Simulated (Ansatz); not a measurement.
MoP (CsCl type, Pm-3m), the program Ansatz at the PBE level (PAW), all energies at zero smearing, with the estimated change up to a 700 eV cutoff added, with one set of potentials and settings (totals compare only within such a set). Cell of 2 atoms (1 Mo, 1 P): -5712.444 eV.

```csv
element,reference phase,E (eV/atom)
Mo,"Im-3m, 1 atoms in the cell",-4956.0212
P,"Cmce, 4 atoms in the cell",-755.6743
```

Formation energy per atom, worked out: (-5712.444 − 1×(-4956.0212) − 1×(-755.6743))/2 = -0.374 eV/atom (-36 kJ per mol of atoms), at 0 K, without zero-point energy or fitted corrections.

A made-up cell: these elements were put on the sites of a structure type; neither database checked (COD, Materials Project) lists it. COD files the formula under space group No. 187, so this cell is another polymorph or a model. Whether it is the stable phase at ambient conditions was not checked. The cell was relaxed with PBE under the symmetry of its start; its stability against distortions is not shown here. No spin polarisation was allowed. The references are the lowest solids computed at this level, not always the standard phases.

Potentials: the later of the program's two PAW sets.
